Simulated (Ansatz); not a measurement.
Bi:
```xyz
2
Lattice="0.0000 3.6445 3.6445 3.6445 0.0000 3.6445 3.6445 3.6445 0.0000" Properties=species:S:1:pos:R:3 pbc="T T T"
Bi     0.0000     0.0000     0.0000
Bi     1.8223     1.8223     1.8223
```

Relaxed with PBE. Special points in fractions of this cell's reciprocal vectors: Γ (0.000, 0.000, 0.000); X (0.500, 0.000, 0.500); U (0.625, 0.250, 0.625); K (0.375, 0.375, 0.750); L (0.500, 0.500, 0.500); W (0.500, 0.250, 0.750).

### Question
List the band energies nearest the Fermi level at these points for DFT-PBE with spin–orbit coupling in the program Ansatz with PAW potentials.

### Answer
In eV from the Fermi level; about four levels below and three above (degenerate sets whole), none deeper than 8.9 eV; points with the same levels are listed once.

| k | below | above |
|---|---|---|
| Γ | -0.30 -0.30 -0.30 -0.30 -0.19 -0.19 | 1.73 1.73 1.73 1.73 |
| X | -0.05 -0.05 -0.05 -0.05 | 4.33 4.33 4.33 4.33 |
| U | -2.48 -2.48 -0.34 -0.34 | 1.34 1.34 3.51 3.51 |
| L | -2.23 -2.23 -1.11 -1.11 | 1.58 1.58 2.71 2.71 |
| W | -3.31 -3.31 -2.71 -2.71 | 0.12 0.12 1.49 1.49 |

Space group Fd-3m (diamond). The start of the workflow was typed in or built on a structure type; neither database checked (COD, Materials Project) lists it. It is not the phase usual at ambient conditions (space group No. 166). Symmetry was held in the PBE relaxation; whether a distortion lowers the energy is not shown.

Potentials: the later of the program's two PAW sets.
